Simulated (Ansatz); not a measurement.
**Li3Ga2: pressure against volume**

Li3Ga2, R-3m, a = 4.309 Å, c = 13.667 Å. The structure is a COD entry; whether it is the stable form wasn't checked. Ansatz: PBEsol, PAW, 420 eV, Γ-centred 12×12×12 mesh on 5 atoms, Gaussian smearing 0.10 eV; no spin polarisation. Shape and atoms are relaxed at each volume; pressure is positive in compression.

| V (Å³/atom) | P (GPa) |
| --- | --- |
| 12.894 | 6.84 |
| 13.334 | 4.71 |
| 13.774 | 2.89 |
| 14.213 | 1.34 |
| 14.653 | 0.00 |
| 15.092 | -1.15 |
| 15.532 | -2.13 |
| 16.118 | ? |

Question: Take V0 = 14.653 Å³/atom, fit the third-order Birch–Murnaghan form to the other rows, and predict the missing pressure.

Answer: With the Eulerian strain f = ½[(V0/V)^(2/3) − 1] and y = P/[3f(1 + 2f)^(5/2)], the form is the line y = B0 + 1.5 B0 (B0′ − 4) f. Rows (f, y): 0.04450, 41.4; 0.03245, 41.3; 0.02105, 41.3; 0.01027, 41.3; -0.00974, 41.3; -0.01905, 41.1. Means f = 0.01325, y = 41.283; Σ(Δf)² = 0.002987, ΣΔfΔy = 0.009585; the slope is their ratio. y = 41.24 + 3.209 f GPa, so B0 = 41.2 GPa and B0′ = 4 + 2 × (3.209)/(3 × 41.24) = 4.05. At V = 16.118, f = -0.03078, y = 41.14 and P = -3.24 GPa. The run gave -3.20 GPa, so the fit is 0.04 GPa too low, a small miss on the scale of the series. The form still works here, 22 % of the fitted range beyond its end.